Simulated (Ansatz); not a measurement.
Space group Pnma (No. 62). a = 5.049 Å, b = 3.788 Å, c = 7.181 Å, α = 90.00°, β = 90.00°, γ = 90.00°
```
atom site symmetry x y z
  Ni    4c       .m.  0.1725  0.7500  0.4397
  Ni    4c       .m.  0.5446  0.7500  0.7098
  Ge    4c       .m.  0.2091  0.7500  0.1126
```

Equation of state of this Ni₂Ge structure (not necessarily the ground state), with shape and atoms relaxed at each volume where symmetry leaves them free. It has no gap at any of these volumes. Level of theory: DFT PBEsol, scalar-relativistic, plane waves, PAW (Ansatz).

Plane waves to 420 eV, a k mesh through Γ of 8×10×6 on the computed 12-atom cell and Gaussian smearing (0.10 eV); no spin polarisation.

```tsv
V (Å³/atom)	E − E(largest V) (meV/atom)	P (GPa)
10.758	6.02	13.82
11.101	-15.22	6.27
11.445	-21.73	0.00
11.788	-15.98	-5.21
12.131	0.00	-9.51
```

Fit a third-order Birch–Murnaghan equation to E(V).

V0 = 11.44 Å³/atom, B0 = 190 GPa, B0' = 5.1.

Cost: 5 runs of about 17 core-minutes in all, on AMD EPYC 9R45 (Zen 5) (shared hosts).